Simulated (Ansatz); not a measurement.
**A plane-wave run on BaMg2Pb2**

input.yaml (Ansatz 0.2.0)

```yaml
crystal:
  lattice:
    - [4.886172, 0.024723, 0.004055]
    - [0.024723, 4.931047, 0.035508]
    - [0.009822, 0.085999, 11.783834]
  atoms:
    - { symbol: Pb, position: [0.003636, 0.494235, 0.8675] }
    - { symbol: Pb, position: [0.523635, 0.989985, 0.141165] }
    - { symbol: Mg, position: [0.026385, 0.977337, 0.995946] }
    - { symbol: Mg, position: [0.4811, 0.525524, 0.997857] }
    - { symbol: Mg, position: [0.001849, 0.564254, 0.63981] }
    - { symbol: Mg, position: [0.522851, 0.005363, 0.383244] }
    - { symbol: Ba, position: [0.031054, 0.471491, 0.253323] }
    - { symbol: Ba, position: [0.530785, 0.975207, 0.763426] }
    - { symbol: Pb, position: [0.977343, 0.980096, 0.496289] }
    - { symbol: Pb, position: [0.441708, 0.497671, 0.478305] }
kpoints:
  mp_grid: { grid: [4, 4, 2], shift: [0.5, 0.0, 0.5] }
magnetization:
  spin_polarized: false
scf:
  occupations: { method: cold, width: 0.1628 }
  lower_state_search: "off"
  max_iter: 200
hamiltonian:
  pseudopotentials: { kind: paw }
  xc: mr2scan
basis:
  ecutwfc: 500
  fft_grid_basis: typed
output:
  forces: true
  stress: true
  eigenvalues: true
  bader: true
  populations: true
  elf: true
  write_potential: true
  volumetric_format: npy
  dos:
    e_range: [-12, 8]
    de: 0.05
    projected: { site_lists: { Ba: [Ba], Mg: [Mg], Pb: [Pb] } }
  write_density: true
checkpoint:
  read: saved_state
```

Run as

```sh
ansatz run input.yaml --threads 2 --pin off --max-ram 2560MiB --backend cpu --events-out ev --progress --plain --runs-dir out
```

The run starts from an earlier solution of this cell. 

Excerpt of what it printed:

```
Pseudopotentials: kind: paw
Pseudopotential: Pb, paw, valence charge 14, recommended cutoff 500 eV (meta_gga), Pb.paw.azcp
Pseudopotential: Mg, paw, valence charge 10, recommended cutoff 500 eV (meta_gga), Mg.paw.azcp
Pseudopotential: Ba, paw, valence charge 10, recommended cutoff 500 eV (meta_gga), Ba.paw.azcp
Functional definition: m-r2SCAN
  exchange = m_r2scan_x
  correlation = m_r2scan_c
Crystal: 10 atoms, lattice volume = 283.897 Å³
Basis set: ecut = 500 eV, 7193 PW (Γ), exchange–correlation on 144×144×360 points (64 copies of the dense FFT grid, shifted against one another)
Bands: 70, of which v1, the nominal top of the filled ones, is band 58 counted from 1 (57 counted from 0)
Symmetry: 1 space group operations
Space group: P1 (ITA 1), of the structure as read, at distance tolerance 6.6e-5 Å
k-points: 16 of 32 (time reversal used)
Initial density: read from a saved state, or passed on in memory by an earlier SCF of this step, an earlier step, the calling program or the single point that the run made first
Functional: x = mr2scan, c = mr2scan; τ floored in thin density (d = 2e-4 eV/Å³)
SCF iter   1: F=—  Δρ=4.68e-4  dr2=6.04e-4  dr2_τ=7.07e-4
SCF iter   2: F=—  S|Δr|=    0.00e0  Δρ=2.73e-4  dr2=2.75e-4  dr2_τ=2.89e-5
SCF iter   3: F=—  S|Δr|=    0.00e0  Δρ=5.50e-5  dr2=1.63e-5  dr2_τ=1.03e-6
SCF iter   4: F=—  S|Δr|=    0.00e0  Δρ=2.08e-5  dr2=1.75e-6  dr2_τ=1.14e-7
SCF iter   5: F=—  S|Δr|=    0.00e0  Δρ=5.92e-6  dr2=1.97e-7  dr2_τ=4.13e-9
SCF iter   6: F=-67321.6796 eV  S|Δr|=    0.00e0  Δρ=1.97e-6  dr2=2.40e-8  dr2_τ=4.32e-10
Free energy (F): -67321.6796 eV
Harris-Foulkes:  -67321.6796 eV  (|F-HF|=3.41e-9)
Internal energy: -67321.6679 eV  (E = F + TS)
E sigma→0 (E₀):  -67321.6757 eV
Entropy (-TS):   -0.0117 eV (-1.172 meV/atom)
Fermi energy:    9.2672 eV
Step filling:    the computed levels leave a gap of 0.0201 eV = 0.1 smearing widths at the electron count; against every level under it full and every level over it empty, smearing changes F+E_penalty+E_count by -5.934 meV and its σ→0 estimate by -2.029 meV
--- Per-component energies (eV) ---
  E_band       = -1712.7480
  E_kinetic    = 1813.7117
  E_local      = -12054.5491  (includes V_loc(G=0)·N_el)
  E_nonlocal   = 1894.9984
  E_hartree    = 4623.2274
  E_xc         = -1255.6343
  E_vxc        = -1035.5781  (∫ρ·V_xc dr)
  E_paw        = -53439.3398  (= ΣΔE_a)
  E_vpaw       = -1645.9195  (= ΣTr[D̂ρ^β])
  E_aug_tail   = 0.0000  (compensation charges beyond the density's cutoff)
  E_vtau       = 68.1308  (kinetic-family band-sum trace: ∫τ·v_τ [+ j·A + Jᵃ·Aᵃ] dr)
  E_ewald      = -8907.9802
  E_core_change = 3.8980  (= ΣΔE_core)
  E_smearing   = -0.0117  (= −TS)
--- Forces (eV/Å), atoms counted from 1 ---
  atom   1  Pb    -0.2048    -0.4290     0.0733
  atom   2  Pb     0.0181     0.1917    -0.2398
  atom   3  Mg    -0.1610     0.4051     0.6010
  atom   4  Mg     0.6075    -0.6381     0.3923
  atom   5  Mg    -0.0842    -1.3602    -0.0807
  atom   6  Mg    -0.8599    -0.1937    -1.4777
  atom   7  Ba    -0.6433     0.2314    -0.6010
  atom   8  Ba    -0.4367     0.7888    -0.5372
  atom   9  Pb     1.0696     1.0473     0.4509
  atom  10  Pb     0.6947    -0.0432     1.4188
--- Stress (GPa, compression-positive) ---
        4.7039      -0.4537       0.8201
       -0.4537       4.2904      -0.8348
        0.8201      -0.8348       5.3454
  P = ⅓ Tr σ = 4.7799 GPa (47.799 kbar)
--- Löwdin populations: 10 sites ---
  site symbol       q [e]
     0     Pb     16.2646
     1     Pb     16.1699
     2     Mg      8.6966
     3     Mg      8.6975
     4     Mg      8.6695
     5     Mg      8.6054
     6     Ba      8.3601
     7     Ba      8.4002
     8     Pb     15.3546
     9     Pb     15.3670
  spilling = 0.0122 (of n_electrons = 116.0000)
--- Bader charges: 10 sites ---
  site symbol  charge [e]  shift [e]
     0     Pb     -2.6747     0.0003
     1     Pb     -2.4921     0.0000
     2     Mg      1.4365     0.0000
     3     Mg      1.4292     0.0001
     4     Mg      1.3768     0.0004
     5     Mg      1.4562     0.0005
     6     Ba      1.1919     0.0000
     7     Ba      1.1665     0.0000
     8     Pb     -1.4491     0.0005
     9     Pb     -1.4413     0.0002
```

Absolute energies hang on the potentials; compare differences alone.

Origin: a strained cell with displaced atoms, so it need not be a known compound. Caveats: the k mesh is coarse if the cell is a metal; atoms or cell far from equilibrium; wide smearing; m-r2SCAN is r2SCAN with a changed spin dependence that lowers moments.

Run time, from a saved density: 2.9 min on 2 threads of Arm Neoverse N1, on a shared host, peak memory 1 GiB.
